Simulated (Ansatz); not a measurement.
Single point in Ansatz 0.2.0 with PBE, no spin polarisation. Cutoff 420 eV, PAW datasets, 5×5×5 Γ-centred k mesh, fermi-dirac filling (width 0.1 eV).

Computed maps in the lattice plane spanned by a (left to right, 4.28 Å, 13 points from zero) and c (bottom to top, 9.88 Å, 26 points from zero), 77° apart, at height 0.506 along b. The fields are smooth PAW ones with compensation charges, not the true ones near nuclei.

Valence density. Digits on a logarithmic scale: 0 up to 0.03 e/Å³, each further digit a factor of 1.6, 9 from 1.3 e/Å³ up:
```
2222222233443
4322122345555
6432223457887
7643223569999
9654334569999
9765555568999
7666777666799
6557999865566
4457999975444
2335899974322
1123567753211
0012344443100
0001234432100
0001344543210
1112357775421
2223479998543
4444579999754
6666568999755
7998666787666
9999865555557
9999975433456
7999965322345
5788764322234
4555543221123
2334432211112
2222222222222
```

ELF. Ten even steps from '0' (0.00) to '9' (0.77):
```
3100001357876
7410002589999
9731013799999
8862114788546
6874334787232
6874223588422
7862222258877
7742100125777
6422000022456
2222200122222
0012222222110
0001222221100
0000122221100
0001122222100
0011222222211
2222220001222
6665220000225
8778621000237
8768862222258
6224886322478
7232687433478
8645787421268
9999997310137
7999986210014
3577753110011
1122221122322
```

Task: The cell is La2Zn2As3. Which atoms lie within 0.2 Å of this plane, and where (fractions of a and c)?

Result: Zn at (0.59, 0.35), As at (0.15, 0.20), As at (0.85, 0.80). The whole cell:
```
CELL_PARAMETERS angstrom
0.00000 4.28085 0.00000
8.06469 -2.14042 0.00000
-0.95648 2.14042 -9.59745
ATOMIC_POSITIONS crystal
La 0.26674 0.86919 0.33571
La 0.73326 0.13081 0.66429
La 0.39395 0.73768 0.94978
La 0.60605 0.26232 0.05022
Zn 0.04012 0.76594 0.68570
Zn 0.95988 0.23406 0.31430
Zn 0.41019 0.47324 0.65286
Zn 0.58981 0.52676 0.34714
As 0.07743 0.02999 0.87513
As 0.92257 0.97001 0.12487
As 0.15341 0.50649 0.19967
As 0.84659 0.49351 0.80033
As 0.38709 0.23410 0.45992
As 0.61291 0.76590 0.54008
```

Origin: a known structure type with other elements, at an estimated volume, so it need not be a known compound. Caveats: the k mesh is coarse if the cell is a metal; f levels without a U or exact exchange are poorly placed.
